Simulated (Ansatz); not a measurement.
## InRh under pressure

All numbers below come from Ansatz, DFT LDA, scalar-relativistic, plane waves, PAW. Plane waves to 420 eV; Γ-centred k mesh 14×14×14; Fermi-Dirac smearing of 0.15 eV. No spin polarisation. Phonons by linear response, acoustic sum rule imposed.

Equilibrium structure at this level:
```yaml
crystal:
  lattice:
    - [3.16164, 0.00000, 0.00000]
    - [0.00000, 3.16164, 0.00000]
    - [0.00000, 0.00000, 3.16164]
  atoms:
    - { symbol: In, position: [0.50000, 0.50000, 0.50000] }
    - { symbol: Rh, position: [0.00000, 0.00000, 0.00000] }
```

In a metal, frequencies and elastic constants depend on the k mesh and the smearing, soft modes and shear constants most.

Question: The cell is relaxed again at 3 and 10 GPa. How do volume, gap and optical modes at Γ (cm⁻¹, counted from the lowest optical one; a degenerate one stands once) change?

Answer:
|  | 0 GPa | 3 GPa | 10 GPa |
| --- | --- | --- | --- |
| V/V0 | 1.000 | 0.985 | 0.954 |
| gap (eV) | 0.00 | 0.00 | 0.00 |
| mode 1 | 183 | 191 | 206 |